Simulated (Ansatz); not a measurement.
Sc (hcp, Mg type)

```yaml
crystal:
  lattice:
    - [6.63885, 0.00000, 0.00000]
    - [-1.65971, 2.87471, 0.00000]
    - [0.00000, 0.00000, 5.16637]
  atoms:
    - { symbol: Sc, position: [0.16667, 0.66667, 0.75000] }
    - { symbol: Sc, position: [0.66667, 0.66667, 0.75000] }
    - { symbol: Sc, position: [0.33333, 0.33333, 0.25000] }
    - { symbol: Sc, position: [0.83333, 0.33333, 0.25000] }
```

The atoms are displaced by Q × the pattern below (from a DFPT mode at M = (0.5, 0.0, 0.0), largest move 1; Q in Å), at fixed cell. (q is in reciprocal vectors of the primitive cell; the cell shown is doubled to hold the pattern.)

```json
[
 {"atom": "Sc1", "x": "0.000", "y": "0.000", "z": "1.000"},
 {"atom": "Sc2", "x": "0.000", "y": "0.000", "z": "-1.000"},
 {"atom": "Sc3", "x": "0.000", "y": "0.000", "z": "1.000"},
 {"atom": "Sc4", "x": "0.000", "y": "0.000", "z": "-1.000"}
]
```

All values below come from PBE (plane waves to 420 eV, PAW, scalar-relativistic; Ansatz, an electronic-structure program). k mesh 8×16×9 (Γ-centred), Fermi-Dirac smearing 0.05 eV. The energy includes the smearing's −TS. With partly filled bands, energies and forces of such displacements shift with the k mesh and the smearing. Sc is run without spin polarisation. Sc was relaxed with its symmetry unable to fall. The zero of ΔE is the undisplaced structure. The last digit holds for this mesh only.

```json
[
 {"Q (Å)": "-0.2800", "ΔE (meV/cell)": "477.2"},
 {"Q (Å)": "-0.2333", "ΔE (meV/cell)": "332.2"},
 {"Q (Å)": "-0.1867", "ΔE (meV/cell)": "withheld"},
 {"Q (Å)": "-0.1400", "ΔE (meV/cell)": "119.5"},
 {"Q (Å)": "-0.0933", "ΔE (meV/cell)": "53.1"},
 {"Q (Å)": "-0.0467", "ΔE (meV/cell)": "13.3"},
 {"Q (Å)": "0.0000", "ΔE (meV/cell)": "0.0"},
 {"Q (Å)": "0.0467", "ΔE (meV/cell)": "13.3"},
 {"Q (Å)": "0.0933", "ΔE (meV/cell)": "53.1"},
 {"Q (Å)": "0.1400", "ΔE (meV/cell)": "119.5"},
 {"Q (Å)": "0.1867", "ΔE (meV/cell)": "withheld"},
 {"Q (Å)": "0.2333", "ΔE (meV/cell)": "332.2"},
 {"Q (Å)": "0.2800", "ΔE (meV/cell)": "477.2"}
]
```

Fit an even polynomial form (powers 2, 4, 6) to the given rows and predict ΔE at Q = 0.1867.

Least squares on the 11 given rows: ΔE = (6084)·Q² + (1084)·Q⁴ + (-13310)·Q⁶, in meV/cell with Q in Å; root-mean-square residual 0.04 meV/cell. At 0.1867 the fit gives 212.8 meV/cell; the calculation gives 212.7 meV/cell, so the interpolation is off by 0.1 (+0.0 %). The quadratic term alone would give 212.1 meV/cell.

(For displaced atoms, the force is minus the slope of the energy, and its curvature is a force constant, which sets phonon frequencies.)
